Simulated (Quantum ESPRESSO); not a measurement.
```cif
data_S2Sn
_chemical_formula_sum 'S2 Sn1'
_space_group_name_H-M_alt 'P 1'
_space_group_IT_number 1
_cell_length_a 3.67071
_cell_length_b 3.67071
_cell_length_c 5.79932
_cell_angle_alpha 90.000
_cell_angle_beta 90.000
_cell_angle_gamma 120.000
loop_
_space_group_symop_operation_xyz
  'x, y, z'
loop_
_atom_site_label
_atom_site_type_symbol
_atom_site_fract_x
_atom_site_fract_y
_atom_site_fract_z
_atom_site_occupancy
S1 S 0.33333 0.66667 0.25473 1
S2 S 0.66667 0.33333 0.74527 1
Sn1 Sn 0.00000 0.00000 0.00000 1
```

Cell and atoms were relaxed with PBE+D3(BJ) from Materials Project entry mp-1170, within its symmetry.

Question: What does PBEsol (pw.x of Quantum ESPRESSO, ONCV potentials, with spin-orbit coupling) give for the electronic structure near the Fermi level?

Answer: The PBEsol gap is indirect, 1.17 eV, from 82 % of the way from K to Γ to 40 % of the way from L to M; the smallest direct gap is 1.58 eV.
